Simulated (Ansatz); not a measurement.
Two-dimensional strain map in BiTe

Method: Ansatz, DFT r2SCAN, scalar-relativistic, plane waves, PAW. Settings: plane waves to 500 eV, k-mesh 14×14×14 (Γ-centred), Gaussian smearing 0.15 eV. Spin–orbit coupling is left out, which can shift energies with elements as heavy as these. No spin polarisation. Energies are free energies at this smearing, counted from the undisturbed cell; pressure is positive in compression.

Zero of the scan (as given, not relaxed at this level; it stands at 0.0 GPa, and it needn't be the usual structure):

```
Bi Te
1.0
     0.00000    3.23500    3.23500
     3.23500    0.00000    3.23500
     3.23500    3.23500    0.00000
Bi Te
1 1
Direct
  0.00000 0.00000 0.00000
  0.50000 0.50000 0.50000
```

The cell is strained by p along both x and y and by q along z, fractional coordinates fixed. Points are written (p, q).

Energy above the undisturbed cell in meV/atom (a dash: not computed):

```
 p \ q  -0.030  -0.015  0.000  0.015  0.030
-0.030    48.4       ?   27.1   24.8   27.3
-0.015       ?       –    6.4      –   11.0
 0.000    11.4       ?    0.0    2.4    9.1
 0.015    12.8       –    5.9      –      ?
 0.030    24.6       –   22.4      –   39.3
```

(1) Fill in the withheld energies.

Answers

(1) (-0.030, -0.015): 34.7; (-0.015, -0.030): 22.5; (0.000, -0.015): 2.7; (0.015, 0.030): 19.1.